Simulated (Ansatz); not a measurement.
# ⁶⁷Zn nuclear quadrupole resonance in Zn2GeO4

Cell: an entry of the Crystallography Open Database (COD), taken as it stands.

Space group R-3:H (No. 148); a = 14.2697, c = 9.5813 Å, γ = 120.00°.

| site | Wyckoff | site symmetry | x | y | z |
| --- | --- | --- | --- | --- | --- |
| Zn1 | 18f | 1 | 0.2150 | 0.1940 | 0.5830 |
| Zn7 | 18f | 1 | 0.5483 | 0.8607 | 0.5837 |
| Ge | 18f | 1 | 0.2150 | 0.1940 | 0.2500 |
| O19 | 18f | 1 | 0.8877 | 0.4633 | 0.4293 |
| O25 | 18f | 1 | 0.2220 | 0.1310 | 0.4030 |
| O31 | 18f | 1 | 0.2230 | 0.1140 | 0.7500 |
| O37 | 18f | 1 | 0.9957 | 0.6613 | 0.5833 |

One atom of each set is listed; the run and its k-mesh use a cell of 42 atoms with edges of 8.84, 8.84, 8.84 Å.

The numbers come from a DFT calculation in Ansatz (PBE, plane waves and PAW, scalar-relativistic, 420 eV cutoff, Γ-centred 3×3×3 k-points, Fermi–Dirac smearing 0.02 eV).

⁶⁷Zn: I = 5/2, Q = 122.0 mb (year-2017 value). Static lattice, zero field.

Question: Predict the zero-field ⁶⁷Zn lines of each site.

Answer: For I = 5/2 and η = 0 the lines are 3|C_Q|/20 and twice that; η pulls their ratio below 2. At large η the states mix, and weaker lines appear at sums of the main ones; lines under 5 % of the strongest are left out.

```csv
site,atoms,V_zz (10²¹ V/m²),C_Q (MHz),η,line frequencies (MHz)
Zn1,6,-2.70,-7.96,0.75,"1.77, 2.20, 3.97"
Zn7,6,-2.95,-8.71,0.81,"2.02, 2.38, 4.40"
```

At this cell the principal stresses reach 5 GPa in size with PBE, which can matter for small gradients. The largest force is 1.1 eV/Å, so the atoms aren't at the calculated equilibrium and relaxing them would move these values.
